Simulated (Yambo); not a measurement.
Material: BaO2 (space group I4/mmm, No. 139) under isotropic strain of -3 % on all lattice vectors; a = b = c = 4.172 Å, α = β = 128.00°, γ = 76.63° (3 atoms in the cell). The PBEsol cell relaxed from Materials Project entry mp-1105 was given an isotropic strain of -3 % on all lattice vectors, and the atoms were relaxed again.

With PBEsol (pw.x of Quantum ESPRESSO, ONCV potentials, scalar-relativistic), the gap between the mesh's edge points (Z → Z) is 2.036 eV.

Task: By how much does one-shot G0W0 (Yambo; 4×4×4 Γ-centred k mesh, 94 bands and a 8 Ry block in the screening, 94 bands in G with the Bruneval-Gonze terminator, plasmon pole fitted at 27.2 eV) open this gap, and what gap results?

Result: The correction is 1.641 eV, giving 3.677 eV, 1.8 times the PBEsol value.  Convergence of the G0W0 settings was not tested.
